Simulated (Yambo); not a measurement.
A G0W0@LDA run in Yambo for WS₂ (space group P6_3/mmc, No. 194) (6×6×1 Γ-centred k mesh, bands 3 to 215 and a 8 Ry block in the screening, 215 bands in G with the Bruneval-Gonze terminator, plasmon pole fitted at 27.2 eV) gives these matrix elements, in eV, at the band edges (Γ → (0.167, 0.167, 0)):

| state | E0 | <Vxc> | <Σx> | <Σc(E0)> | Z |
|---|---|---|---|---|---|
| valence edge | 0.000 | -15.483 | -15.895 | 0.370 | 0.789 |
| conduction edge | 1.149 | -14.043 | -9.907 | -3.647 | 0.798 |

Task: Solve the linearised quasiparticle equation for both states, give the gap, and say how exchange and correlation each act on it.

Result: E = E0 + Z(Σx + Σc − Vxc). Valence: 0.000 + 0.789 × (-15.895 + (0.370) − (-15.483)) = -0.03 eV. Conduction: 1.149 + 0.798 × (-9.907 + (-3.647) − (-14.043)) = 1.54 eV. The gap is 1.57 eV, against 1.15 eV in LDA. Replacing Vxc by bare exchange alone would open it by 4.55 eV; correlation takes back 4.02 eV of that, and Z scales what is left. Nearest settings tried, and what they do to the gap: 138 bands in G: -1 meV; 82 bands in W, 82 bands in G: +1 meV; 3 Ry block (79 vectors against 305): -103 meV. Not varied: mesh. So the settings aren't converged at that level. Spin-orbit coupling is left out, which matters for elements this heavy: edges can move by tenths of an eV.

Geometry of the Materials Project entry, not relaxed at this level; primitive cell a = b = 3.1842 Å, c = 12.9783 Å, α = β = 90.00°, γ = 120.00°.

The distance between layers or molecules is the database entry's, not relaxed here. Functionals without dispersion can leave it too large, which widens gaps and weakens the response across layers: the numbers belong to this cell.
